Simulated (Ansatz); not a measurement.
# SiO2 at a changed volume: ¹⁷O NMR of the central transition

Cell: a COD entry, relaxed with PBE at fixed cell and then changed (volume scaled by 1.02, ions relaxed).

Space group P4_2/mnm (No. 136); a = 4.1943, c = 2.6821 Å.

```
site  Wyckoff  site symmetry       x       y       z
  Si       2a           m.mm  0.0000  0.0000  0.0000
   O       4f           m.2m  0.3059  0.3059  0.0000
```

One atom of each set is listed.

The numbers come from a DFT calculation in Ansatz (PBE, plane waves and PAW, scalar-relativistic, 420 eV cutoff, Γ-centred 7×7×11 k-points, Fermi–Dirac smearing 0.02 eV).

¹⁷O has I = 5/2 and Q = -25.58 mb (Pyykkö 2018); at 9.4 T its Larmor frequency is ν₀ = 54.3 MHz. Only the quadrupole interaction is simulated: positions count from each site's isotropic chemical shift, and shift anisotropy, dipolar and J coupling are left out.

Simulated pattern of one O site (static powder, Gaussian broadening 1 kHz):

offset (kHz), height and a bar:
```
   -22.42          0 
   -20.89         20 ######
   -19.35         58 #################
   -17.82         67 ####################
   -16.28         84 #########################
   -14.74        100 ##############################
   -13.21         72 ######################
   -11.67         61 ##################
   -10.14         55 ################
    -8.60         51 ###############
    -7.07         49 ###############
    -5.53         47 ##############
    -4.00         46 ##############
    -2.46         46 ##############
    -0.93         46 ##############
     0.61         38 ###########
     2.14         38 ###########
     3.68         41 ############
     5.22         46 ##############
     6.75         56 #################
     8.29         86 ##########################
     9.82         82 ########################
    11.36         22 ######
    12.89          0
```

(1) Which |C_Q| and η does the pattern imply?

Answers

(1) The pattern spans 31.8 kHz before broadening and its centre of gravity is at -5.40 kHz, which fixes P_Q; the places of the horns and steps fix η. That gives P_Q = 6.99 MHz, |C_Q| = 6.96 MHz and η = 0.16. The sign of C_Q can't be read from the pattern.

At O V_zz stands upright on the plane through its three neighbours (within 1°).

At this changed cell the PBE pressure is 6 GPa.
